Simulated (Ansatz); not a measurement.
# KSnB4, a known structure type with other elements, at an estimated volume

```
K B Sn
1.0
     0.00000    5.62976    0.00000
     5.62976    0.00000    0.00000
     2.81488    2.81488   -6.54892
K B Sn
2 8 2
Direct
  0.37500 0.12500 0.75000
  0.62500 0.87500 0.25000
  0.89520 0.79990 0.91820
  0.29990 0.18660 0.41820
  0.68660 0.28190 0.91820
  0.78190 0.39520 0.41820
  0.10480 0.20010 0.08180
  0.70010 0.81340 0.58180
  0.31340 0.71810 0.08180
  0.21810 0.60480 0.58180
  0.87500 0.62500 0.75000
  0.12500 0.37500 0.25000
```

Method: r2SCAN, no spin polarisation; PAW, plane waves to 500 eV, 5×5×5 Γ-centred mesh, cold occupations (width 0.0115 eV) (Ansatz 0.2.0), atoms fixed.

Forces: The largest is on B5 (and as large on other atoms): 6.01 eV/Å, components (-4.81, -1.36, -3.34). It makes 175° with the line to a nearest neighbour, Sn11 at 1.92 Å, pointing away from it.
Charges: Bader charges in e: K +0.66, Sn +0.37, B -0.26. In the mean K gives up most and B takes most.
At the Fermi level: It is a metal, with about 6.5 states/eV a cell as the mean within 0.25 eV of the Fermi level, mostly B p (80 %) and B s (13 %).
Stress: The pressure is 26.0 GPa (compression positive), so with the atoms held at these fractions the cell would first expand; the forces are large, so a full relaxation may end otherwise. The principal stresses 21.5, 21.5, 34.9 GPa differ, so its shape would change too.

Origin: a known structure type with other elements, at an estimated volume, so it need not be a known compound. Caveats: atoms or cell far from equilibrium.
